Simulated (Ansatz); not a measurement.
CsSrF₃:
```
CELL_PARAMETERS angstrom
      4.76394     0.00000     0.00000
      0.00000     4.76394     0.00000
      0.00000     0.00000     4.76394
ATOMIC_POSITIONS crystal
  Cs 0.00000 0.00000 0.00000
  Sr 0.50000 0.50000 0.50000
  F  0.00000 0.50000 0.50000
  F  0.50000 0.00000 0.50000
  F  0.50000 0.50000 0.00000
```

Relaxed with r²SCAN.

Task: Give the Bader charges and basin volumes of the independent atoms, plane-wave PAW r²SCAN (Ansatz code).

Result: 

```
atom  Bader charge (e)  Bader volume (Å³)
----  ----------------  -----------------
Cs1              +0.91               37.1
Sr2              +1.69               16.4
F3               -0.87               18.2
```

Space group Pm-3m (cubic perovskite). The workflow started from a Materials Project entry (that database holds measured and hypothetical structures alike); the Crystallography Open Database copy checked does not list it. Its standing as an ambient phase is unchecked. The cell was relaxed with r²SCAN under the symmetry of its start; its stability against distortions is not shown here. Spin–orbit coupling is left out wherever it is not named.

Potentials: the later of the program's two PAW sets.
